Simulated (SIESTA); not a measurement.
**As2Se: changing the strain (εzz = s)**

```
Se As
1.0
    -3.52942    3.52942    2.65357
     3.52942   -3.52942    2.65357
     3.52942    3.52942   -2.65357
Se As
2 4
Direct
  0.25000 0.75000 0.50000
  0.50000 0.50000 0.00000
  0.87500 0.12500 0.25000
  0.87500 0.62500 0.75000
  0.37500 0.12500 0.25000
  0.87500 0.12500 0.75000
```

The cell comes from a database or a generator and needn't be the stable form of this composition.

Kept alike: task band structure; functional PBEsol; k mesh 6 × 6 × 6; occupations fermi-dirac, width 0.05 eV; no spin polarisation. Program: SIESTA, files PseudoDojo sr-pbesol-0.4.1-standard, DZP (energy shift 0.003 Ry; two zetas on semicore shells). The mesh is that of the run's cell of 6 atoms. No spin-orbit coupling.

```csv
s,free energy over the lowest row (meV/atom)
-0.04,15.93
-0.02,3.46
0,0.00
0.02,4.89
0.04,17.48
```

The cell shown is the unstrained one; x, y and z are its Cartesian axes; atoms keep their fractions. For a metal such a mesh leaves the last digits unconverged.

The free energy is lowest at 0, and 17.48 meV an atom higher at 0.04.
